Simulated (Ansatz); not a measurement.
**Stress against strain in Y**

```xyz
1
Lattice="0.0000 2.4850 2.4850 2.4850 0.0000 2.4850 2.4850 2.4850 0.0000" Properties=species:S:1:pos:R:3 pbc="T T T"
Y     0.0000    0.0000    0.0000
```

Conventional cell: a = 4.970 Å, b = 4.970 Å, c = 4.970 Å, α = 90.00°, β = 90.00°, γ = 90.00°. Y (atom 1) is surrounded by 12 Y at 3.51 Å.

The cell is COD entry 1534898, as deposited and not checked against the literature; nothing was relaxed.

The calculation used Ansatz 0.2.0, DFT, LDA, all-electron LAPW, scalar-relativistic.

Numerical set-up: a Γ-centred 13×13×13 k mesh, Fermi–Dirac smearing of 0.05 eV, basis error target 1 meV/atom, no spin polarisation.

The strain is applied along the Cartesian axes of the cell as listed (γ is the engineering shear, twice εxy = εyz = εzx). Fractional coordinates are held (clamped ions).

σ is the change of stress from the unstrained cell, which is at -1.74 GPa; tension is positive, so slopes are stress–strain coefficients at that pressure. In a metal the k mesh adds noise.

Only quantities that a quadratic follows smoothly over the whole series are listed; rougher ones are left out.

```
      γ  σxy (GPa)
-0.0200      -0.66
 0.0000       0.00
 0.0100       0.34
 0.0200       0.68
```

Q: Fit the series and read off the stiffness at zero strain.

A: Least-squares fits y = p0 + p1 x + p2 x² to the rows give σxy (GPa): p1 = 33.5, p2 = 23. So C44 (clamped ions) = 34 GPa.

Q: One run, at γ = -0.0100, is withheld. Predict its row.

A: The fits give -0.33; the run gave -0.33.
